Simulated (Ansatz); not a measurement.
**Zr2Si3 (P-6m2)**

Level of theory: Ansatz, DFT PBE, scalar-relativistic, plane waves, PAW.

Cutoff 420 eV; k points 12×12×8 on the computed 5-atom cell (Γ-centred); Gaussian smearing, width 0.10 eV; no spin polarisation.

The structure is relaxed at this level of theory with its symmetry kept, and needn't be the ground state of this composition.

```cif
data_structure
_symmetry_space_group_name_H-M 'P-6m2'
_symmetry_Int_Tables_number 187
_cell_length_a 4.5018
_cell_length_b 4.5018
_cell_length_c 5.2403
_cell_angle_alpha 90.000
_cell_angle_beta 90.000
_cell_angle_gamma 120.000
_cell_volume 91.97
loop_
_atom_site_label
_atom_site_type_symbol
_atom_site_symmetry_multiplicity
_atom_site_Wyckoff_symbol
_atom_site_fract_x
_atom_site_fract_y
_atom_site_fract_z
_atom_site_occupancy
Zr1 Zr 1 f 0.66667 0.33333 0.50000 1
Zr2 Zr 1 c 0.33333 0.66667 0.00000 1
Si1 Si 2 g 0.00000 0.00000 0.75229 1
Si2 Si 1 e 0.66667 0.33333 0.00000 1
```

* Space group: P-6m2 (No. 187)
* Volume per atom: 18.39 Å³
* Formation energy from the elements' standard states (uncorrected): -0.254 eV/atom
* Kohn–Sham band gap: none (metal)
* Density of states at the Fermi level: 1.2 states/eV per cell
* Orbital (Löwdin) character within 0.5 eV of the Fermi level: Zr 4d 64 %, Si 3p 25 %
* Bader charge by site (e): Zr (1 in the cell) 1.32, Zr (1 in the cell) 1.16, Si (2 in the cell) -0.78, Si (1 in the cell) -0.92

Another cell of Zr2Si3 relaxed alike, in P-4m2, lies 216 meV/atom lower, so this cell isn't the stable form at this level.

The cell was found from a structure generator's guess, not taken from experiment. Löwdin shares on free-atom orbitals overweight diffuse shells.
